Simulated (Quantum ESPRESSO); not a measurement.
Inputs of pw.x and gipaw.x (a modified build of Quantum ESPRESSO, PBE) for BP; the starting potential comes from an earlier run on another mesh:

```
&CONTROL
  calculation = 'scf'
  prefix = 'x'
  pseudo_dir = './pseudo'
  outdir = './out'
  tprnfor = .true.
/
&SYSTEM
  ibrav = 0
  nat = 2
  ntyp = 2
  ecutwfc = 40
  ecutrho = 160
  occupations = 'fixed'
  nbnd = 4
/
&ELECTRONS
  conv_thr = 1e-11
  startingpot = 'file'
/
ATOMIC_SPECIES
B 10.810 B.GGA_PBE-JTH.UPF
P 30.974 P.GGA_PBE-JTH.UPF
CELL_PARAMETERS angstrom
    0.000000000000     2.243409300000     2.277400350000
    2.277400350000     0.000000000000     2.277400350000
    2.277400350000     2.243409300000     0.000000000000
ATOMIC_POSITIONS crystal
B      0.000000000000     0.000000000000     0.000000000000
P      0.250000000000     0.250000000000     0.250000000000
K_POINTS automatic
10 10 10 1 1 1
```

```
&INPUTGIPAW
  job = 'nmr'
  prefix = 'x'
  tmp_dir = './out/'
  restart_mode = 'from_scratch'
  pawproj(1) = .true.
  pawproj(2) = .true.
  use_nmr_macroscopic_shape = .false.
/
```

The cell was made here from a computed Materials Project entry: strained by -1 % along the cube axis and by +0.5 % across it, atoms relaxed (PBE without dispersion, pw.x of Quantum ESPRESSO, symmetry kept). The parent is BP in F-43m. Stability against distortions was not tested.

Question: What does gipaw.x print for the total shieldings?

Answer: 
```
     f-sum rule (should be    -8.1705):
            -8.1697         -0.0000          0.0000
             0.0000         -8.1696         -0.0000
             0.0000         -0.0000         -8.1697

     Total NMR chemical shifts in ppm: ---------------------------------------
     (adopting the Simpson convention for anisotropy and asymmetry)-----------

     Atom  1  B   pos: (  0.000000  0.000000  0.000000)  Total sigma:         123.87
           122.4523         -0.0000         -0.0000
            -0.0000        126.7058         -0.0000
             0.0000         -0.0000        122.4523

     B       1    anisotropy:      4.25    eta:    0.0000
     B       1    sigma_11=    122.45
     B       1    sigma_22=    122.45
     B       1    sigma_33=    126.71

     Atom  2  P   pos: (  0.356202  0.350885  0.356202)  Total sigma:         433.11
           425.4357          0.0000          0.0000
            -0.0000        448.4601          0.0000
             0.0000         -0.0000        425.4357

     P       2    anisotropy:     23.02    eta:    0.0000
     P       2    sigma_11=    425.44
     P       2    sigma_22=    425.44
     P       2    sigma_33=    448.46
```
The printed anisotropy is 3/2 (σ_33 − σ_iso) in the program's own order; the axes are left out here. Anisotropies that symmetry doesn't fix are less certain than the isotropic values. These are absolute shieldings with no macroscopic susceptibility term; δ = σ_ref − σ needs a reference computed alike. By our sweeps, such settings leave a few ppm in absolute σ. No d partial waves on P: the paramagnetic term there is incompletely reconstructed. With so small a Kohn–Sham gap, σ hangs strongly on the functional and the mesh.
